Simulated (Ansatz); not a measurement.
# Li₃CuAu₂, before and after

The guess for Li₃CuAu₂ was made by a generator: close-packed layers stacked ABABAB (P3m1, No. 156) (elements of the layers in order: Cu Au Li Au Li Li). The dimensions are guesses.

start.xyz

```xyz
6
Lattice="2.6167 0.0000 0.0000 -1.3083 2.2661 0.0000 0.0000 0.0000 12.1251" Properties=species:S:1:pos:R:3 pbc="T T T"
Li    0.0000    0.0000    3.9307
Li    0.0000    0.0000    7.9731
Li    0.0000    1.5107   10.1039
Cu    0.0000    0.0000    0.0000
Au    0.0000    1.5107    1.9095
Au    0.0000    1.5107    5.9519
```

All numbers below come from Ansatz, DFT PBE, scalar-relativistic, plane waves, PAW. Cutoff 420 eV, Gaussian smearing, Γ-centred meshes. Cell and atoms relax first on a coarse mesh and then on a finer one. In between, the cell is made exact in the group found at 0.06 Å. In metals the finer mesh still leaves noise of several meV/atom or more. The steps can't lower the symmetry of their start. No spin polarisation.

end.xyz

```xyz
6
Lattice="2.8927 0.0000 0.0000 -1.4464 2.5052 0.0000 0.0000 0.0000 13.2635" Properties=species:S:1:pos:R:3 pbc="T T T"
Li    0.0000    0.0000    4.2975
Li    0.0000    0.0000    8.5867
Li    0.0000    1.6701   11.2020
Cu    0.0000    0.0000   13.2294
Au    0.0000    1.6701    2.1628
Au    0.0000    1.6701    6.4588
```

The symmetry stays P3m1 (No. 156). The volume per atom grows by 33.7 %, from 12.0 to 16.0 Å³. The shortest distance goes from 2.43 Å (Cu–Au) to 2.63 Å (Li–Cu). The energy falls by about 0.44 eV/atom (the start's value is from the coarse mesh).

For Li₃CuAu₂, the volume per atom is 16.02 Å³, the density is 8.26 g/cm³ and the energy over the elements is −0.19 eV/atom. The gap on the 12×12×4 mesh of the 6-atom cell is 0 eV (a metal).

The zero of energy is the elements' standard structures at the same level; no fitted shifts are applied. A negative formation energy is needed for stability but isn't enough: competing phases decide.

The last run used Gaussian smearing of 0.10 eV. Spin–orbit coupling, which can matter for Au, is left out. Symmetry constrained the relaxation, so the result can be a saddle point. In all, the 3 runs took 6.3 min on 1 thread of Intel(R) Xeon(R) Processor @ 2.50GHz (Skylake/Cascade Lake), on a shared host.
